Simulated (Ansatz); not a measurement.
LaAlGe in space group I4_1md (No. 109; La on 4a, Al on 4a, Ge on 4a), r²SCAN in the plane-wave PAW code Ansatz, all energies at zero smearing, with the estimated change up to a 700 eV cutoff added, with one set of potentials and settings (totals compare only within such a set). Cell of 6 atoms (2 La, 2 Al, 2 Ge): -22220.812 eV.

```json
[
 {"element": "La", "reference phase": "P6_3/mmc, 4 atoms in the cell", "E (eV/atom)": "-6264.6784"},
 {"element": "Al", "reference phase": "Fm-3m, 1 atoms in the cell", "E (eV/atom)": "-540.4083"},
 {"element": "Ge", "reference phase": "Fd-3m, 2 atoms in the cell", "E (eV/atom)": "-4302.9041"}
]
```

Formation energy per atom, worked out: (-22220.812 − 2×(-6264.6784) − 2×(-540.4083) − 2×(-4302.9041))/6 = -0.805 eV/atom (-78 kJ per mol of atoms), at 0 K, without zero-point energy or fitted corrections.

The first step of the workflow began from a Materials Project structure, measured or hypothetical; the Crystallography Open Database files this formula in space group No. 109, but the cells were not matched. Its standing as an ambient phase is unchecked. Symmetry was held in the r²SCAN relaxation; its stability against distortions is not shown here. The references are the lowest solids computed at this level, not always the standard phases. Scalar-relativistic: spin–orbit coupling is off unless named, which matters more the heavier the elements.

Potentials: the later of the program's two PAW sets.
